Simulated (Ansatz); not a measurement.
The relaxed structure here is a generated cell of Te: the first start was made by placing the elements on the sites of a structure type, and the end was not matched to a known phase here, so it may be hypothetical. Known forms of Te include space group No. 152.

One starting cell of Te (a generated cell, Te placed in the diamond structure type) was relaxed twice with Ansatz (plane waves, PAW, scalar-relativistic): with r2SCAN at 500 eV and with PBE at 420 eV. The r2SCAN result:

Space group Fd-3m, origin choice 1 (No. 227); a = b = c = 7.1462 Å, α = β = γ = 90.00°

| atom | site | symmetry | x | y | z |
|---|---|---|---|---|---|
| Te | 8b | -43m | 0.5000 | 0.5000 | 0.5000 |
(The calculation used a cell of 2 atoms; values per cell refer to that cell.)

```json
[
 {"quantity": "space group", "r2SCAN": "Fd-3m", "PBE": "Fd-3m"},
 {"quantity": "volume (Å³/atom)", "r2SCAN": "45.62", "PBE": "…"},
 {"quantity": "a (Å)", "r2SCAN": "7.146", "PBE": "…"},
 {"quantity": "gap (eV, no spin-orbit coupling)", "r2SCAN": "0.00", "PBE": "…"}
]
```

Task: What does PBE give for the same quantities?

Result: 
- volume (Å³/atom), PBE: 46.35
- a (Å), PBE: 7.184
- gap (eV, no spin-orbit coupling), PBE: 0.00

Both levels end in the same structure; PBE's volume is 1.6 % larger. Neither column is exact.

No spin polarisation in the result.

The run could not lose the symmetry of its start, so the end can be a saddle point.

All atoms sit on sites fixed by symmetry, so only the cell could relax.

Ansatz is an electronic-structure program.
